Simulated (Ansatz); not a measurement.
Problem. Each is relaxed and computed with the program Ansatz at the r²SCAN level (PAW). Which is the only metal?
(A) AlV4C3, P6_3/mmc (Pearson symbol hP16)
(B) Al2O3, corundum
(C) WSe2, P6_3/mmc (W on 2c, Se on 4f)
(D) La2MgVO6, R-3 (La on 6c, Mg on 3b, V on 3a, O on 18f)

Solution. A, AlV4C3, P6_3/mmc (Pearson symbol hP16). AlV4C3: metal; WSe2: gap 1.33 eV (indirect); Al2O3: gap 7.14 eV (direct); La2MgVO6: gap 0.63 eV (indirect). Spin orders computed, not proven ground states: La2MgVO6, R-3 (La on 6c, Mg on 3b, V on 3a, O on 18f) ferromagnetic. Built on a structure type that need not be the filed one of that space group: AlV4C3, P6_3/mmc (Pearson symbol hP16). Standing as an ambient phase not checked: AlV4C3, P6_3/mmc (Pearson symbol hP16); La2MgVO6, R-3 (La on 6c, Mg on 3b, V on 3a, O on 18f). Began spin-polarised and lost the moments: AlV4C3, P6_3/mmc (Pearson symbol hP16). Weakly bound layers, chains or molecules computed without a dispersion correction, so cells and soft constants are ill determined: WSe2, P6_3/mmc (W on 2c, Se on 4f). Perhaps ordered models of mixed-site phases: La2MgVO6, R-3 (La on 6c, Mg on 3b, V on 3a, O on 18f). All cells were relaxed under the symmetry of their starts (and spin orders); stability against distortions was not tested throughout. Rows with no word on spin ran without spin polarisation. No Hubbard U is applied. Spin–orbit coupling is left out wherever it is not named.

Potentials: the later of the program's two PAW sets.
